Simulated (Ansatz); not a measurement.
Consider the following.

BaO:
```cif
data_Ba4O4
_chemical_formula_sum 'Ba4 O4'
_space_group_name_H-M_alt 'Fm-3m'
_space_group_IT_number 225
_space_group_name_Hall '-F 4 2 3'
_cell_length_a 5.57345
_cell_length_b 5.57345
_cell_length_c 5.57345
_cell_angle_alpha 90.000
_cell_angle_beta 90.000
_cell_angle_gamma 90.000
loop_
_atom_site_label
_atom_site_type_symbol
_atom_site_symmetry_multiplicity
_atom_site_Wyckoff_symbol
_atom_site_fract_x
_atom_site_fract_y
_atom_site_fract_z
_atom_site_occupancy
Ba1 Ba 4 a 0.00000 0.00000 0.00000 1
O1 O 4 b 0.50000 0.50000 0.50000 1
```
(The calculation used a cell of 2 atoms; values per cell refer to that cell.)

This is the PBE-relaxed structure.

**Question.** All from plane-wave PAW PBE (Ansatz code), unless another level is named. Predict the highest zone-centre frequency (without LO–TO term).

**Answer.** 71 cm⁻¹.

**Question.** What about the vibrational entropy at 300 K?

**Answer.** 38.1 J/(K·mol of atoms).

**Question.** Next, the Debye temperature from the elastic constants?

**Answer.** 291 K.

**Question.** What about the zero-point energy?

**Answer.** 27.6 meV/atom.

Symmetry was held in the PBE relaxation; phonons on a q-mesh show no instability. Spin–orbit coupling is left out wherever it is not named.

Potentials: the later of the program's two PAW sets.
